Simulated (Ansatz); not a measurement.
**Rh (fcc, Cu type), frozen-phonon scan**

Rh (fcc, Cu type)

```yaml
crystal:
  lattice:
    - [0.00000, 3.83026, 3.83026]
    - [1.91513, 1.91513, 3.83026]
    - [1.91513, 1.91513, 0.00000]
  atoms:
    - { symbol: Rh, position: [0.00000, 0.00000, 0.00000] }
    - { symbol: Rh, position: [0.50000, 0.00000, 0.00000] }
```

The atoms are displaced by Q × the pattern below (from a DFPT mode at X = (0.5, 0.5, 0.0), largest move 1; Q in Å), at fixed cell. It is one choice among 2 degenerate patterns. (q is in reciprocal vectors of the primitive cell; the cell shown is doubled to hold the pattern.)

```
atom      x       y      z
----  -----  ------  -----
Rh1   0.000   1.000  0.000
Rh2   0.000  -1.000  0.000
```

All values below come from PBE (plane waves to 420 eV, PAW, scalar-relativistic; Ansatz, an electronic-structure program). k mesh 21×21×21 (Γ-centred), Fermi-Dirac smearing 0.05 eV. Energies are smeared free energies. Compression counts positive. With partly filled bands, energies and forces of such displacements shift with the k mesh and the smearing. Rh is run without spin polarisation. Rh was relaxed with its symmetry unable to fall. The PAW data are Ansatz's earlier set. The zero of ΔE is the undisplaced structure.

| Q (Å) | ΔE (eV/cell) | P (GPa) | −dE/dQ from forces (eV/Å) |
|---|---|---|---|
| -0.280 | 0.993 | 20.6 | 6.929 |
| -0.233 | 0.690 | 14.4 | 5.987 |
| -0.187 | 0.438 | 9.2 | 4.812 |
| -0.140 | 0.243 | 5.2 | 3.537 |
| -0.093 | 0.107 | 2.3 | 2.309 |
| -0.047 | 0.026 | 0.6 | 1.139 |
| 0.000 | 0.000 | 0.0 | 0.000 |
| 0.047 | 0.026 | 0.6 | -1.139 |
| 0.093 | 0.107 | 2.3 | -2.309 |
| 0.140 | 0.243 | 5.2 | -3.537 |
| 0.187 | 0.438 | 9.2 | -4.812 |
| 0.233 | 0.690 | 14.4 | -5.987 |
| 0.280 | 0.993 | 20.6 | -6.929 |

What the scan shows:

- Energy at Q = 0.280 Å: 993 meV/cell
- Space group of the distorted cell: Cmcm (No. 63), lowered from Fm-3m
- Symmetry of the curve: even: the same for both signs
- Shape of the curve: a single well with its minimum at or next to zero displacement
- Harmonic wavenumber from the curvature (finite differences): 179 cm⁻¹
- Wavenumber by perturbation theory (DFPT, on another k mesh): 179 cm⁻¹

(A displaced cell: forces are minus the slopes of the energy, force constants its curvatures, and phonons follow from these.)
